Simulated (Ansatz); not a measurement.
Zn4Te3S:
```yaml
crystal:
  lattice:
    - [4.25234, 0.00000, 0.00000]
    - [0.00000, 4.25234, 0.00000]
    - [0.00000, 0.00000, 11.93145]
  atoms:
    - { symbol: Zn, position: [0.50000, 0.00000, 0.89779] }
    - { symbol: S, position: [0.00000, 0.00000, 0.00000] }
    - { symbol: Zn, position: [0.00000, 0.50000, 0.10221] }
    - { symbol: Te, position: [0.50000, 0.50000, 0.23464] }
    - { symbol: Zn, position: [0.50000, 0.00000, 0.36699] }
    - { symbol: Te, position: [0.00000, 0.00000, 0.50000] }
    - { symbol: Zn, position: [0.00000, 0.50000, 0.63301] }
    - { symbol: Te, position: [0.50000, 0.50000, 0.76536] }
```

Relaxed with PBE. Special points in fractions of this cell's reciprocal vectors: Γ (0.000, 0.000, 0.000); X (0.000, 0.500, 0.000); M (0.500, 0.500, 0.000); Z (0.000, 0.000, 0.500); R (0.000, 0.500, 0.500); A (0.500, 0.500, 0.500).

Problem. List the band energies nearest the valence-band maximum at these points for DFT-PBE in the program Ansatz with PAW potentials.

Solution. In eV from the valence-band maximum; about four levels below and three above (degenerate sets whole), none deeper than 8.9 eV; points with the same levels are listed once.

```tsv
k	below	above
Γ	-1.00 -1.00 -0.20 0.00 0.00	0.98 2.32 2.67
X	-0.94 -0.67 -0.64 -0.60	1.53 2.17 3.16
M	-2.21 -2.15 -2.15 -1.98	2.44 2.53 2.53
Z	-0.62 -0.62 -0.23 -0.23	2.11 2.13 2.61
R	-1.64 -0.65 -0.64 -0.61	2.10 2.68 2.73
A	-2.43 -2.43 -2.40 -2.26 -2.18	3.07 3.07 3.22
```

Space group P-4m2. The start of the workflow was typed in or built on a structure type; neither database checked (COD, Materials Project) lists it. Whether it is the stable phase at ambient conditions was not checked. The cell was relaxed with PBE under the symmetry of its start; whether a distortion lowers the energy is not shown. Scalar-relativistic: spin–orbit coupling is off unless named, which matters more the heavier the elements.

Potentials: the earlier of the program's two PAW sets.
